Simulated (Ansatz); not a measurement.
# Data sheet: ZrW2 (DFT)

ZrW₂ (cubic Laves (MgCu2 type), space group No. 227), a = 7.579 Å, b = 7.579 Å, c = 7.579 Å, α = 90.00°, β = 90.00°, γ = 90.00°; the cell used has 6 atoms.

Space group Fd-3m (No. 227), cubic Laves (MgCu2 type); conventional cell a = b = c = 7.579 Å, α = β = γ = 90.00°.

Method: plane-wave PAW PBEsol (Ansatz code). Geometry: relaxed at this level of theory. Other levels are named where they apply.

**Cell and energy**

```yaml
volume_per_atom: 18.14 Å³
density: 14.00 g/cm³
Formation energy from the elements (no fitted shifts): -13 kJ/mol of atoms
```

**Electronic structure**

```yaml
electronic_character: metallic (no gap)
Density of states at the Fermi level: 0.43 states/eV per atom (mean over ±0.08 eV)
Gap with spin–orbit coupling: none (metallic)
```

**Mechanics**

```yaml
Bulk modulus (Birch–Murnaghan fit): 227 GPa
Pressure derivative B′: 3.9
Elastic constants (relaxed ions, GPa): C11 = 330, C12 = 175, C44 = 98.5
mechanical_stability: stable (all eigenvalues of C positive)
hill_bulk_and_shear_moduli: 227 and 89.6 GPa
Young's modulus: 237 GPa
Poisson's ratio: 0.33
debye_temperature_from_the_elastic_constants: 321 K
```

**Charges**

```yaml
bader_charges: Zr +1.35, W -0.67 e
```

The workflow started from an entry of the Crystallography Open Database (COD). Its standing as an ambient phase is unchecked. Symmetry was held in the PBEsol relaxation; whether a distortion lowers the energy is not shown. The run is not spin-polarised. As this level gives no gap, shear constants depend on the k-mesh and smearing (Fermi–Dirac, 0.1 eV here). The references are the lowest solids computed at this level, not always the standard phases. Spin–orbit coupling is left out wherever it is not named.

Potentials: the later of the program's two PAW sets.
